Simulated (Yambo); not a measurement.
Yambo run on LaAlO$_{3}$ (space group R-3c, No. 167). The wavefunctions come from this Quantum ESPRESSO step (PBEsol, PseudoDojo standard norm-conserving files, scalar-relativistic):

```
&CONTROL
  calculation = 'nscf'
  pseudo_dir = './pseudo'
  outdir = './out'
/
&SYSTEM
  ibrav = 0
  nat = 10
  ntyp = 3
  ecutwfc = 110.0
  ecutrho = 440.0
  occupations = 'fixed'
  force_symmorphic = .true.
  nbnd = 170
/
&ELECTRONS
  conv_thr = 1e-08
  diago_full_acc = .true.
  diago_thr_init = 1e-08
/
ATOMIC_SPECIES
O 15.9990 O.upf
Al 26.9815 Al.upf
La 138.9055 La.upf
CELL_PARAMETERS angstrom
  2.681394919000   1.548104078000   4.364137000000
 -2.681394919000   1.548104078000   4.364137000000
  0.000000000000  -3.096208156000   4.364137000000
ATOMIC_POSITIONS crystal
O   0.781730000000   0.250000000000   0.718270000000
O   0.218270000000   0.750000000000   0.281730000000
O   0.718270000000   0.781730000000   0.250000000000
O   0.281730000000   0.218270000000   0.750000000000
O   0.250000000000   0.718270000000   0.781730000000
O   0.750000000000   0.281730000000   0.218270000000
Al   0.000000000000   0.000000000000   0.000000000000
Al   0.500000000000   0.500000000000   0.500000000000
La   0.250000000000   0.250000000000   0.250000000000
La   0.750000000000   0.750000000000   0.750000000000
K_POINTS automatic
2 2 2 0 0 0
```

Yambo input:

```
rim_cut
gw0
dyson
el_el_corr
HF_and_locXC
ppa
em1d
RandQpts= 1000000
RandGvec= 1 Ry
EXXRLvcs= 110 Ry
VXCRLvcs= 440 Ry
Chimod= "HARTREE"
% BndsRnXp
 1 | 169 |
%
NGsBlkXp= 7 Ry
% LongDrXp
 1.0 | 1.0 | 1.0 |
%
PPAPntXp= 27.2114 eV
% GbndRnge
 1 | 169 |
%
GTermKind= "BG"
DysSolver= "n"
ExtendOut
% QPkrange
 1 | 1 | 32 | 33 |
 2 | 2 | 32 | 33 |
 3 | 3 | 32 | 33 |
 4 | 4 | 32 | 33 |
%
```

k points by index: 1 = Γ, 2 = L, 3 = F, 4 = Z.

The o-*.qp file then holds:

```
#    K-point    Band    Eo [eV]    E [eV]    E-Eo [eV]    Vxc [eV]    Vnlxc [eV]    Sc|Eo [eV]    Sc|E [eV]    dSc/dw|Eo [eV]    Re(Z)    Im(Z)
#
    1    32    -0.050561    -0.698103    -0.647542    -20.04652    -25.29922    4.439969    4.605160    -6.940662    0.796770    -0.001092
    1    33    3.841981    4.736152    0.894171    -12.28253    -6.754943    -4.459978    -4.633415    -5.277498    0.837559    -0.897660E-3
    2    32    -0.262279    -0.934561    -0.672282    -19.70447    -24.94483    4.396651    4.568075    -6.937506    0.796844    -0.001100
    2    33    4.569544    7.740281    3.170736    -15.33269    -4.154151    -7.216505    -8.007802    -6.790560    0.800287    -0.001217
    3    32    0.000000    -0.621505    -0.621505    -19.73630    -24.86056    4.343269    4.502759    -6.981804    0.795811    -0.001099
    3    33    4.587667    8.156158    3.568491    -15.84755    -3.626432    -7.726242    -8.652631    -7.063752    0.793908    -0.001274
    4    32    -0.502596    -1.201203    -0.698606    -19.50455    -24.77546    4.393971    4.572306    -6.945260    0.796663    -0.001109
    4    33    4.631375    7.837110    3.205735    -15.41734    -4.125038    -7.280342    -8.086570    -6.843147    0.799051    -0.001233
```
(The two width columns are left out.) Convergence of these settings isn't established.

Geometry of the Materials Project entry, not relaxed at this level.
